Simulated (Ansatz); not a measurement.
# Computed energy against volume: CoSi2 (fluorite type, space group Fm-3m)

CoSi₂ (fluorite type, space group Fm-3m)

```cif
data_Co4Si8
_chemical_formula_sum 'Co4 Si8'
_space_group_name_H-M_alt 'Fm-3m'
_space_group_IT_number 225
_space_group_name_Hall '-F 4 2 3'
_cell_length_a 5.31268
_cell_length_b 5.31268
_cell_length_c 5.31268
_cell_angle_alpha 90.000
_cell_angle_beta 90.000
_cell_angle_gamma 90.000
loop_
_atom_site_label
_atom_site_type_symbol
_atom_site_symmetry_multiplicity
_atom_site_Wyckoff_symbol
_atom_site_fract_x
_atom_site_fract_y
_atom_site_fract_z
_atom_site_occupancy
Co1 Co 4 a 0.00000 0.00000 0.00000 1
Si1 Si 8 c 0.25000 0.25000 0.25000 1
```
(The calculation used a cell of 3 atoms; values per cell refer to that cell.)

The volume is varied about the relaxed value V₀ at fixed cell shape. Symmetry pins the atoms to their sites.

Calculation: PBEsol (plane waves to 420 eV, PAW, scalar-relativistic; Ansatz, an electronic-structure program). k mesh 15×15×15 (Γ-centred), Fermi-Dirac smearing 0.05 eV. Energies are smeared free energies. Compression counts positive. CoSi2 is run without spin polarisation. CoSi2 was relaxed with its symmetry unable to fall. The PAW data are Ansatz's earlier set. ΔE is measured from the relaxed starting cell.

| V (Å³/atom) | ΔE (meV/atom) | P (GPa) |
|---|---|---|
| 10.496 | 266 | 49.7 |
| 10.830 | 175 | 38.2 |
| 11.163 | 106 | 28.2 |
| 11.496 | 57 | 19.5 |
| 11.829 | 24 | 12.1 |
| 12.162 | 6 | 5.6 |
| 12.496 | 0 | 0.0 |
| 12.829 | 5 | -4.8 |
| 13.162 | 20 | -9.0 |
| 13.495 | 42 | -12.6 |
| 13.829 | 72 | -15.6 |
| 14.162 | 107 | -18.1 |
| 14.495 | 147 | -20.1 |

Read from the data:

```yaml
pressure_at_the_smallest_volume: 49.7 GPa
energy_cost_of_the_largest_compression: 266 meV/atom
energy_cost_of_the_largest_expansion: 147 meV/atom
Bulk modulus B₀ (third-order Birch-Murnaghan fit): 193 GPa
Pressure derivative B₀′ (fit): 4.5
equilibrium_volume_of_the_fit: 12.50 Å³/atom
Pressure for 5 % compression (fit): 11.1 GPa
```

The 13 points together took very roughly 60 core-seconds.

(A scan under strain: stresses follow from slopes of the energy per volume, elastic moduli from its curvatures.)
